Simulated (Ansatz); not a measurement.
Ca₃GeN:
```xyz
5
Lattice="4.7907 0.0000 0.0000 0.0000 4.7907 0.0000 0.0000 0.0000 4.7907" Properties=species:S:1:pos:R:3 pbc="T T T"
Ca     2.3953     0.0000     2.3953
Ca     0.0000     2.3953     2.3953
Ca     2.3953     2.3953     0.0000
Ge     0.0000     0.0000     0.0000
N      2.3953     2.3953     2.3953
```

Relaxed with r²SCAN.

Question: Which orbitals make up the states near the Fermi level in plane-wave PAW r²SCAN (Ansatz code)?

Answer: Within 0.5 eV of the Fermi level: Ge 4p 73 %, N 2p 11 %, outside the projected shells 13 %. Projections are on Löwdin-orthogonalised atomic valence shells; empty p or d shells of many metals are not among them.

Question: Tabulate the density of states.

Answer: States/eV per cell of 5 atoms, in 0.25 eV bins, energy from the Fermi level.

```tsv
E (eV)	total	N 2p	Ge 4p	Ca 4s
-7.85	0.00	0.00	0.00	0.00
-7.60	0.56	0.00	0.00	0.15
-7.35	2.87	0.00	0.00	0.58
-7.10	4.57	0.00	0.01	0.37
-6.85	0.00	0.00	0.00	0.00
-6.60	0.00	0.00	0.00	0.00
-6.35	0.00	0.00	0.00	0.00
-6.10	0.00	0.00	0.00	0.00
-5.85	0.00	0.00	0.00	0.00
-5.60	0.00	0.00	0.00	0.00
-5.35	0.00	0.00	0.00	0.00
-5.10	0.00	0.00	0.00	0.00
-4.85	0.00	0.00	0.00	0.00
-4.60	0.00	0.00	0.00	0.00
-4.35	0.00	0.00	0.00	0.00
-4.10	0.00	0.00	0.00	0.00
-3.85	0.00	0.00	0.00	0.00
-3.60	0.00	0.00	0.00	0.00
-3.35	0.00	0.00	0.00	0.00
-3.10	0.00	0.00	0.00	0.00
-2.85	0.00	0.00	0.00	0.00
-2.60	0.28	0.14	0.06	0.06
-2.35	4.44	2.52	0.73	0.83
-2.10	4.96	2.32	1.31	0.88
-1.85	3.31	1.77	0.73	0.48
-1.60	2.44	1.45	0.44	0.29
-1.35	2.36	1.53	0.35	0.21
-1.10	3.56	2.37	0.57	0.21
-0.85	10.51	5.80	3.24	0.27
-0.60	4.12	0.80	2.74	0.12
-0.35	3.77	0.51	2.69	0.10
-0.10	4.78	0.38	3.65	0.08
0.15	2.18	0.25	1.55	0.05
0.40	0.85	0.14	0.55	0.03
0.65	0.35	0.07	0.22	0.02
0.90	0.10	0.02	0.07	0.00
1.15	0.00	0.00	0.00	0.00
1.40	0.00	0.00	0.00	0.00
1.65	0.09	0.00	0.00	0.05
1.90	0.32	0.00	0.02	0.15
2.15	0.54	0.00	0.03	0.20
2.40	0.82	0.00	0.03	0.24
2.65	1.55	0.01	0.04	0.25
2.90	2.35	0.02	0.05	0.26
3.15	3.39	0.03	0.06	0.31
3.40	5.14	0.14	0.11	0.91
3.65	6.68	0.21	0.18	1.57
3.90	6.00	0.13	0.19	0.92
4.15	7.28	0.13	0.13	0.67
4.40	6.43	0.09	0.09	0.49
4.65	3.23	0.06	0.09	0.53
```

Space group Pm-3m (anti-perovskite). The first step of the workflow began from a Materials Project structure, measured or hypothetical; the Crystallography Open Database files this formula in space group No. 221, but the cells were not matched. Its standing as an ambient phase is unchecked. The cell was relaxed with r²SCAN under the symmetry of its start; its stability against distortions is not shown here. With an odd number of electrons in the cell and no spin polarisation, the count alone makes it a metal. Spin–orbit coupling is left out wherever it is not named.

Potentials: the later of the program's two PAW sets.
